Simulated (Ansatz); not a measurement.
**ZnAu: Boltzmann equation against the high-temperature formula (computed with Ansatz 0.2.0)**

Space group Pm-3m (No. 221), 2 atoms in the cell of the first input below: a = 3.128 Å, b = 3.128 Å, c = 3.128 Å, α = 90.00°, β = 90.00°, γ = 90.00°.

The structure is a measured one, not always of the ambient phase, relaxed without spin–orbit coupling to zero pressure (pressure 0.0 GPa with this functional, without spin–orbit coupling). Functional: PBEsol.

Input:

```yaml
crystal:
  lattice:
    - [3.1275251033, 0.0, 0.0]
    - [0.0, 3.1275251033, 0.0]
    - [0.0, 0.0, 3.1275251033]
  atoms:
    - { symbol: Zn, position: [0.5, 0.5, 0.5] }
    - { symbol: Au, position: [0.0, 0.0, 0.0] }
basis:
  ecutwfc: 420
  ecutrho_ratio: 4
kpoints:
  mp_grid: { grid: [12, 12, 12] }
hamiltonian:
  xc: pbesol
scf:
  occupations: { method: methfessel_paxton, width: 0.2 }
output: {}
phonons:
  supercell: [2, 2, 2]
  qpath:
    path:
      - [[0.0, 0.0, 0.0], [0.0, 0.5, 0.0], [0.5, 0.5, 0.0], [0.0, 0.0, 0.0], [0.5, 0.5, 0.5], [0.0, 0.5, 0.0]]
      - [[0.5, 0.5, 0.5], [0.5, 0.5, 0.0]]
    npoints: 6
  electrical_resistivity: { mesh: [24, 24, 24], temperatures: [50, 100, 200, 300, 500] }
  superconductivity: { mesh: [24, 24, 24], eliashberg_equations: false }
```

```bash
ansatz run input.yaml --threads 8 --pin off --max-ram 15360MiB --backend cpu --events-out ev --progress --plain --runs-dir out
```

Time: 2.6 min on 8 threads of AMD EPYC 7571, on a shared host, peak memory 3 GiB.

λ_tr,xx from the finest mesh down: 0.528, 0.536, 0.606. The next coarser mesh moves the resistivity at 300 K by 10 % along the axis that moves most.

The run gives λ_tr,xx = 0.528 and a Drude plasma energy ħω_p,xx = 9.40 eV.

Problem. Estimate the resistivity along x at 300 K from the high-temperature formula.

Solution. ħ/τ = 2π λ_tr k_B T = 0.0858 eV and ρ = 1/(ε0 ω_p² τ) = 7.22 μΩ cm. The Boltzmann solution gives 6.78 μΩ cm, so the estimate is 7 % high, which is less than the mesh moves the solution along x.

```csv
T (K),ρ_xx (μΩ cm),ρ_zz (μΩ cm),"formula, xx","R_H, field along x, y or z (10⁻¹¹ m³/C)"
50,0.82,0.82,1.20,4.66*
100,2.07,2.07,2.41,3.89*
200,4.46,4.46,4.81,3.57*
300,6.78,6.78,7.22,3.51*
500,11.39,11.39,12.03,3.5*
```

A star marks Hall coefficients that aren't converged: the next coarser mesh moves them by over a fifth (field along z at 300 K: 3.51 against 4.28). At 300 K the next coarser mesh moves R_H by up to 22 %.

At 50 K the solution is 0.68 times the linear formula, and at 500 K 0.95 times. The formula is meant for temperatures above the phonon energies and for bands that vary little within k_B T.

Caveats: no spin-orbit coupling, which matters for these elements; not converged in the fine mesh; small supercell, couplings not converged in it.
